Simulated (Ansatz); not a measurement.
ScTaPb2O6:
```xyz
10
Lattice="0.0000 4.0658 4.0658 4.0658 0.0000 4.0658 4.0658 4.0658 0.0000" Properties=species:S:1:pos:R:3 pbc="T T T"
Sc     0.0000     0.0000     0.0000
Ta     4.0658     4.0658     4.0658
Pb     2.0329     2.0329     2.0329
Pb     6.0987     6.0987     6.0987
O      4.0658     4.0658     2.0838
O      4.0658     4.0658     6.0479
O      2.0838     4.0658     4.0658
O      6.0479     4.0658     4.0658
O      4.0658     2.0838     4.0658
O      4.0658     6.0479     4.0658
```

Relaxed with r²SCAN. Special points in fractions of this cell's reciprocal vectors: Γ (0.000, 0.000, 0.000); X (0.500, 0.000, 0.500); U (0.625, 0.250, 0.625); K (0.375, 0.375, 0.750); L (0.500, 0.500, 0.500); W (0.500, 0.250, 0.750).

Problem. List the band energies nearest the valence-band maximum at these points for DFT-r²SCAN in the program Ansatz with PAW potentials.

Solution. In eV from the valence-band maximum; about four levels below and three above (degenerate sets whole), none deeper than 8.9 eV; points with the same levels are listed once.

```csv
k,below,above
Γ,-0.69 -0.69 -0.69 -0.14 -0.14 -0.14,3.72 3.72 3.72
X,-0.70 -0.70 -0.11 0.00,3.07 3.94 5.16
U,-1.01 -0.90 -0.36 -0.34,3.59 4.56 4.77
L,-0.84 -0.84 -0.80 -0.60,3.65 3.96 5.02 5.02
W,-0.75 -0.75 -0.49 -0.49,4.10 4.26 4.88 4.88
```

Space group Fm-3m. The workflow started from a Materials Project entry (that database holds measured and hypothetical structures alike); the Crystallography Open Database copy checked does not list it. Its standing as an ambient phase is unchecked. The cell was relaxed with r²SCAN under the symmetry of its start; its stability against distortions is not shown here. No spin polarisation was allowed. Scalar-relativistic: spin–orbit coupling is off unless named, which matters more the heavier the elements.

Potentials: the later of the program's two PAW sets.
